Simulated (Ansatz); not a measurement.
HfCl$_{4}$:
```
HfCl4
1.0
    6.12488     0.00000     0.00000
    0.00000     7.13416     0.00000
   -1.97142     0.00000     5.70949
Hf Cl
2 8
Cartesian
  1.58387   4.75338   4.28211
  2.56958   2.38078   1.42737
  0.63997   2.77773   2.88014
  3.51349   4.35643   2.82935
  2.52778   2.77773   5.68409
  1.62568   4.35643   0.02539
  1.43961   0.92387   0.07046
  2.71385   6.21030   5.63903
  3.69956   0.92387   2.78429
  0.45390   6.21030   2.92520
```

This is the LDA-relaxed structure. Cartesian axes are those of the cell as given.

All from LDA (plane waves, PAW; program Ansatz), unless another level is named. Estimate the hole effective mass.

0.81, 1.1, 5.7 mₑ (principal values).

Next, the weight of the valence-edge state by species (Voronoi cells)?

Cl 98 %.

Give the conduction-band minimum.

off the standard path, at k = (0.385, 0.000, -0.479).

Space group P2/c. The workflow started from a Materials Project entry (that database holds measured and hypothetical structures alike); the Crystallography Open Database files this formula in space group No. 13, but the cells were not matched. Whether it is the stable phase at ambient conditions was not checked. Symmetry was held in the LDA relaxation; phonons on a q-mesh show no instability. The run is not spin-polarised. A crystal of weakly bound chains computed without a dispersion correction: the cell and the soft elastic constants depend strongly on that. Scalar-relativistic: spin–orbit coupling is off unless named, which matters more the heavier the elements.

Potentials: the later of the program's two PAW sets.

Edges and masses are those of Kohn–Sham bands, whose gap is no quasiparticle gap.
